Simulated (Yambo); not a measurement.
KTl2GaF6 (space group Fm-3m, No. 225), G0W0@PBEsol (Yambo, plasmon pole, terminator in G, 2×2×2 mesh): gap X → X in eV by bands and screening block.

```
bands (W and G)  2 Ry  3 Ry  5 Ry  6 Ry  8 Ry
---------------  ----  ----  ----  ----  ----
89               7.68  7.46     ?  7.28  7.26
134              7.51  7.32  7.18  7.17     ?
193              7.45  7.26  7.15  7.15  7.15
267              7.42  7.22  7.12  7.12  7.13
342              7.41     ?  7.11  7.11  7.12
```

Task: Estimate the withheld gaps from their neighbours; the computed values follow.

Result: 
- 89, 5 Ry: 7.29
- 134, 8 Ry: 7.16
- 342, 3 Ry: 7.21

The largest settings aren't shown to be the converged limit.

The standard potentials for Ga, Tl keep a d shell in the valence without the s and p states of that shell. In tests on such compounds this moved G0W0 gaps by up to about 0.9 eV, so absolute quasiparticle energies here are unreliable; differences between settings are what counts.

Spin-orbit coupling is not included.

Geometry of the Materials Project entry, not relaxed at this level; primitive cell a = b = c = 6.3263 Å, α = β = γ = 60.00°.

The structure is a Materials Project entry; no match was found in the copy of COD used, and its stability was not checked.
